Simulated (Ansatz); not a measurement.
# Compressing Ga: a fit and a missing row

Ga, Cmce, a = 4.471 Å, b = 7.594 Å, c = 4.492 Å. Ansatz: PBEsol, PAW, 420 eV, Γ-centred 12×12×10 mesh on 4 atoms, Gaussian smearing 0.10 eV; no spin polarisation. Shape and atoms are relaxed at each volume; pressure is positive in compression.

| V (Å³/atom) | P (GPa) |
| --- | --- |
| 16.775 | ? |
| 17.347 | 7.28 |
| 17.919 | 4.40 |
| 18.491 | 1.99 |
| 19.063 | 0.00 |
| 19.635 | -1.64 |
| 20.207 | -3.01 |
| 20.969 | -4.47 |

**Question.** Take V0 = 19.063 Å³/atom, fit the third-order Birch–Murnaghan form to the other rows, and predict the missing pressure.

**Answer.** With the Eulerian strain f = ½[(V0/V)^(2/3) − 1] and y = P/[3f(1 + 2f)^(5/2)], the form is the line y = B0 + 1.5 B0 (B0′ − 4) f. Rows (f, y): 0.03245, 63.9; 0.02106, 62.8; 0.01026, 61.5; -0.00976, 58.8; -0.01905, 58.0; -0.03078, 56.7. Means f = 0.0006967, y = 60.283; Σ(Δf)² = 0.003004, ΣΔfΔy = 0.3511; the slope is their ratio. y = 60.20 + 116.9 f GPa, so B0 = 60.2 GPa and B0′ = 4 + 2 × (116.9)/(3 × 60.20) = 5.29. At V = 16.775, f = 0.04449, y = 65.40 and P = 10.80 GPa. The run gave 10.71 GPa, so the fit is 0.09 GPa too high, a small miss on the scale of the series.

Cost: 8 runs of about 14 core-minutes in all, on Arm Neoverse V2 (shared hosts).